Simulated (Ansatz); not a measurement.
PbSe in space group Cmcm (No. 63; Pb on 4c, Se on 4c), DFT-r²SCAN+D4 in the program Ansatz with PAW potentials, all energies at zero smearing, with the estimated change up to a 700 eV cutoff added, with one set of potentials and settings (totals compare only within such a set). Cell of 4 atoms (2 Pb, 2 Se): -34801.052 eV.

```tsv
element	reference phase	E (eV/atom)
Pb	Fm-3m, 1 atoms in the cell	-11920.9940
Se	P3_121, 3 atoms in the cell	-5478.2513
```

Formation energy per atom, worked out: (-34801.052 − 2×(-11920.9940) − 2×(-5478.2513))/4 = -0.640 eV/atom (-62 kJ per mol of atoms), at 0 K, without zero-point energy or fitted corrections.

The first step of the workflow began from a Materials Project structure, measured or hypothetical; the Crystallography Open Database copy checked does not list it. It is not the phase usual at ambient conditions (space group No. 225). The cell was relaxed with r²SCAN+D4 under the symmetry of its start; its stability against distortions is not shown here. The references are the lowest solids computed at this level, not always the standard phases. Scalar-relativistic: spin–orbit coupling is off unless named, which matters more the heavier the elements.

Potentials: the later of the program's two PAW sets.
